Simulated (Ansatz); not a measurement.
## Fields on a plane of Pd (fcc, Cu type)

```
CELL_PARAMETERS angstrom
      0.00000     1.97138     1.97138
      1.97138     0.00000     1.97138
      1.97138     1.97138     0.00000
ATOMIC_POSITIONS crystal
  Pd 0.00000 0.00000 0.00000
```

The slice is a {110} plane (indices of the conventional cell) through the point (0.000, 0.000, 0.000) (fractional), spanned by u = [100] and v = [1 -1 -1] in vectors of this cell: u (2.79 Å) and v (3.94 Å, at 90° to u). It covers one period; positions are fractions (u, v).

Atoms on it: Pd at (0.00, 0.00).

Computed with PBE (plane waves to 420 eV, PAW, scalar-relativistic; Ansatz, a first-principles code). k mesh 20×20×20. Inside the PAW spheres the values are not all-electron values, and peaks at nuclei hang on which shells count as valence. Pd is run without spin polarisation. Pd was relaxed with its symmetry unable to fall.

| v \ u | 0.00 | 0.14 | 0.29 | 0.43 | 0.57 | 0.71 | 0.86 |
|---|---|---|---|---|---|---|---|
| 0.90 | 1.0 | 0.8 | 0.1 | -0.5 | -0.5 | 0.1 | 0.8 |
| 0.80 | 0.3 | 0.1 | -0.4 | -0.7 | -0.7 | -0.4 | 0.1 |
| 0.70 | -0.5 | -0.6 | -0.7 | -0.7 | -0.7 | -0.7 | -0.6 |
| 0.60 | -0.9 | -0.8 | -0.7 | -0.6 | -0.6 | -0.7 | -0.8 |
| 0.50 | -0.9 | -0.9 | -0.7 | -0.6 | -0.6 | -0.7 | -0.9 |
| 0.40 | -0.9 | -0.8 | -0.7 | -0.6 | -0.6 | -0.7 | -0.8 |
| 0.30 | -0.5 | -0.6 | -0.7 | -0.7 | -0.7 | -0.7 | -0.6 |
| 0.20 | 0.3 | 0.1 | -0.4 | -0.7 | -0.7 | -0.4 | 0.1 |
| 0.10 | 1.0 | 0.8 | 0.1 | -0.5 | -0.5 | 0.1 | 0.8 |
| 0.00 | 1.1 | 1.0 | 0.3 | -0.5 | -0.5 | 0.3 | 1.0 |

Values: log₁₀ of the valence density in e/Å³. The scale is logarithmic, as a density can span decades between atoms and voids.

| v \ u | 0.00 | 0.14 | 0.29 | 0.43 | 0.57 | 0.71 | 0.86 |
|---|---|---|---|---|---|---|---|
| 0.90 | x | 0.53 | 0.35 | 0.19 | 0.19 | 0.35 | 0.53 |
| 0.80 | 0.49 | 0.38 | 0.20 | 0.21 | 0.21 | 0.20 | 0.38 |
| 0.70 | 0.19 | 0.18 | 0.20 | 0.21 | 0.21 | 0.20 | 0.18 |
| 0.60 | 0.16 | 0.17 | 0.19 | 0.20 | 0.20 | 0.19 | 0.17 |
| 0.50 | 0.15 | 0.16 | 0.18 | 0.20 | 0.20 | 0.18 | 0.16 |
| 0.40 | 0.16 | 0.17 | 0.19 | 0.20 | 0.20 | 0.19 | 0.17 |
| 0.30 | 0.19 | 0.18 | 0.20 | 0.21 | 0.21 | 0.20 | 0.18 |
| 0.20 | 0.49 | 0.38 | 0.20 | 0.21 | 0.21 | 0.20 | 0.38 |
| 0.10 | x | 0.53 | 0.35 | 0.19 | 0.19 | 0.35 | 0.53 |
| 0.00 | x | x | 0.45 | 0.20 | 0.20 | 0.45 | x |

Values: electron localisation function (ELF). Points within 0.5 Å of a nucleus are blanked (x), as the pseudised field means little there.

* **Density on the Pd–Pd line (2.79 Å) at its midpoint**: 0.28 e/Å³
* **ELF at that point**: 0.20
